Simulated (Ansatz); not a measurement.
## Kick test of a cell of NdBi₂S₃

It was reached by relaxing an invented guess, and it needn't be the stable form of this composition.

The calculation used DFT PBE, scalar-relativistic, plane waves, PAW, and for the lanthanide a 4f-in-core norm-conserving potential (Ansatz). Plane waves to 660 eV, a k mesh through Γ of 8×8×8 on the computed 6-atom cell and Gaussian smearing (0.10 eV); no spin polarisation.

The cell below (6 atoms, space group I4mm (No. 107)) is relaxed within its symmetry.

```
Nd Bi S
1.0
    -2.80858    2.80858    5.78125
     2.80858   -2.80858    5.78125
     2.80858    2.80858   -5.78125
Nd Bi S
1 2 3
Direct
  0.15206 0.15206 0.00000
  0.85056 0.35056 0.50000
  0.35056 0.85056 0.50000
  0.62735 0.12735 0.50000
  0.12735 0.62735 0.50000
  0.90340 0.90340 0.00000
```

For the test a repeat of it with 12 atoms (edges 7.01, 7.01, 7.94 Å) was strained at random (σ = 1.5 % a component), the atoms were moved at random (σ = 0.05 Å), and all was relaxed again on a coarse 4×4×4 mesh (in the run’s order of axes) with 0.20 eV smearing, with no symmetry imposed.

These runs have no spin–orbit coupling, which can matter for Bi. An odd number of valence electrons (the lanthanide is held trivalent, its 4f shell in the core) allows no gap without spin; another valence of the lanthanide, a larger cell or a magnetic state could open one.

Q: What happens?

A: It doesn't return. The energy falls by 4 meV/atom on that mesh, the volume changes by 0.7 %, and the end has space group Amm2 (No. 38) at a loose tolerance. Relaxed again on a 6×6×6 mesh with 0.01 eV smearing, the new structure lies 5 meV/atom below the first (mesh in the axes of the run's cell; the cell below is made exact in the group named). Space group Amm2 (No. 38), orthorhombic, a = 7.993 Å, b = 7.969 Å, c = 11.556 Å. Nd on its first site has 5 S at 2.81–2.82 Å; around Nd on its second site lie 5 S at 2.84–2.90 Å and 4 Bi at 3.47 Å; Bi is surrounded by 1 S at 2.58 Å, 2 S at 2.87–2.91 Å, 1 S at 3.21 Å and 1 Nd at 3.47 Å; S on a site of symmetry 1 has 1 Bi at 2.58 Å, 2 Nd at 2.82–2.84 Å and 1 Bi at 3.21 Å; 2 more sites not described.

```
CELL_PARAMETERS angstrom
7.99286 0.00000 0.00000
0.00000 3.98434 5.77804
0.00000 -3.98434 5.77804
ATOMIC_POSITIONS crystal
Nd 0.00000 0.85284 0.85284
Nd 0.50000 0.34863 0.34863
Bi 0.72813 0.91697 0.38026
Bi 0.27187 0.38026 0.91697
Bi 0.72813 0.38026 0.91697
Bi 0.27187 0.91697 0.38026
S 0.75115 0.12108 0.62147
S 0.24885 0.62147 0.12108
S 0.75115 0.62147 0.12108
S 0.24885 0.12108 0.62147
S 0.00000 0.09615 0.09615
S 0.50000 0.59919 0.59919
```

The lanthanide is trivalent by construction, without f bands, f moments or other valences.
